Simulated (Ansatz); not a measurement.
The start is a generated trial cell of SnO in the h-BN structure type. The cell and all atomic positions are relaxed at zero pressure with PBEsol (plane waves to 420 eV, PAW, scalar-relativistic; Ansatz, an electronic-structure program). The first steps use a coarse 8×8×3 k-mesh.

Initial structure:
```
CELL_PARAMETERS angstrom
      3.52716     0.00000     0.00000
     -1.76358     3.05461     0.00000
      0.00000     0.00000     9.38308
ATOMIC_POSITIONS crystal
  Sn 0.33333 0.66667 0.25000
  Sn 0.66667 0.33333 0.75000
  O  0.33333 0.66667 0.75000
  O  0.66667 0.33333 0.25000
```

Question: How large is the pressure on the unrelaxed cell, and of which sign?

Answer: +15.0 GPa (positive: the cell is compressed).

Question: How much energy is released per atom?

Answer: 0.57 eV/atom.

Question: How does the volume change?

Answer: -25.6 %, from 25.27 to 18.82 Å³/atom.

Question: How do the shortest distances between atoms change?

Answer: The closest pairs of elements (up to four, under 3.6 Å), start → end: O–Sn 2.04 → 2.38 Å; Sn–Sn 3.53 → 3.50 Å; O–O 3.53 → 3.50 Å.

Question: What band gap does the relaxed structure have at this level?

Answer: 0.33 eV, direct at H (no spin-orbit coupling).

Question: Give the final cell and atomic positions.

Answer: 
Space group P6₃/mmc (No. 194); a = b = 4.114 Å, c = 5.134 Å, α = β = 90.00°, γ = 120.00°

| atom | site | symmetry | x | y | z |
|---|---|---|---|---|---|
| Sn | 2c | -6m2 | 0.3333 | 0.6667 | 0.2500 |
| O | 2d | -6m2 | 0.6667 | 0.3333 | 0.2500 |

The space group stays P6₃/mmc (No. 194) (the run could not lower it), with 4 atoms in the primitive cell. Final values are on a 9×9×7 k-mesh of the relaxed cell. No spin polarisation in the result.

The run could not lower the symmetry of its start; a shaken copy of this end point relaxes with PBEsol to P4/nmm (No. 129), 0.49 eV/atom lower.

The relaxed structure here is a generated cell of SnO: the first start was made by placing the elements on the sites of a structure type, and the end was not matched to a known phase here, so it may be hypothetical. Known forms of SnO include space group No. 129.
